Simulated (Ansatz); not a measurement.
Stackings of close-packed layers of Li (one atom a layer), each relaxed to a stress under 0.05 GPa; h and k mark layers whose two neighbours have the same or different letters; energies count from the stacking AB (P6_3/mmc).

Theory: DFT PBEsol, scalar-relativistic, plane waves, PAW in Ansatz 0.2.0.

Cutoff 420 eV; k points 15×15×6 on the computed 3-atom cell (Γ-centred); Gaussian smearing, width 0.10 eV; no spin polarisation.

Start (ABC (kkk)):

```
CELL_PARAMETERS angstrom
3.05213 0.00000 0.00000
-1.52607 2.64322 0.00000
0.00000 0.00000 7.49685
ATOMIC_POSITIONS crystal
Li 0.00000 0.00000 0.00000
Li 0.33333 0.66667 0.33333
Li 0.66667 0.33333 0.66667
```

Q: Relax it.

A: The free energy falls by 0 meV/atom.

* spacing of like layers (Å): 2.507
* a (Å): 3.052
* gap on the mesh (eV): 0

Relaxed structure:
```
CELL_PARAMETERS angstrom
3.05241 0.00000 0.00000
-1.52621 2.64347 0.00000
0.00000 0.00000 7.52158
ATOMIC_POSITIONS crystal
Li 0.00000 0.00000 0.00000
Li 0.33333 0.66667 0.33333
Li 0.66667 0.33333 0.66667
```

Small energy differences in metals hang on the k mesh (about 10 mJ/m² or 1 to 2 meV/atom on the mesh of the relaxation).

The run took 18 s on 1 thread of Arm Neoverse V1, with other jobs on the host, peak memory 0.36 GiB.

The reference crystal is a form of Li, which isn't its usual structure.